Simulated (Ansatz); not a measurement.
## Nb: from a starting cell to a relaxed one

The start is a relaxed Nb cell displaced along its unstable phonon at q = (½, 0, 0) of its primitive reciprocal cell (123i cm⁻¹), largest move 0.15 Å. A full variable-cell relaxation at zero pressure is run with PBE (plane waves to 420 eV, PAW, scalar-relativistic; Ansatz, a first-principles code). The first steps use a coarse 6×12×12 k-mesh.

Input geometry:
```
Nb
1.0
    5.43964     0.00000     0.00000
    0.00000     2.71982     0.00000
    0.00000     0.00000     2.71982
Nb
2
Direct
  0.00000   0.00000   0.05515
  0.50000   0.00000   0.94485
```

Question: Which atoms feel the largest initial force, and how large is it?

Answer: 0.65 eV/Å, on Nb1, Nb2 (atoms numbered as listed).

Question: How much energy is released per atom?

Answer: 0.31 eV/atom.

Question: How does the volume change?

Answer: -3.6 %, from 20.12 to 19.40 Å³/atom.

Question: What band gap does the relaxed structure have at this level?

Answer: No gap (metallic).

Question: What does it relax into? Give the structure.

Answer: 
Space group P6/mmm (No. 191); a = 2.8678 Å, b = 2.8678 Å, c = 2.7231 Å, α = 90.00°, β = 90.00°, γ = 120.00°

| atom | site | symmetry | x | y | z |
|---|---|---|---|---|---|
| Nb | 1a | 6/mmm | 0.0000 | 0.0000 | 0.0000 |

Final values are on a 19×19×17 k-mesh of the relaxed cell. No spin polarisation in the result.

The run could not lose the symmetry of its start: the end is stationary, and may be a saddle point rather than a minimum.

The relaxed structure here is a generated cell of Nb: the first start was made by placing the elements on the sites of a structure type, and the end was not matched to a known phase here, so it may be hypothetical. Known forms of Nb include space group No. 229.
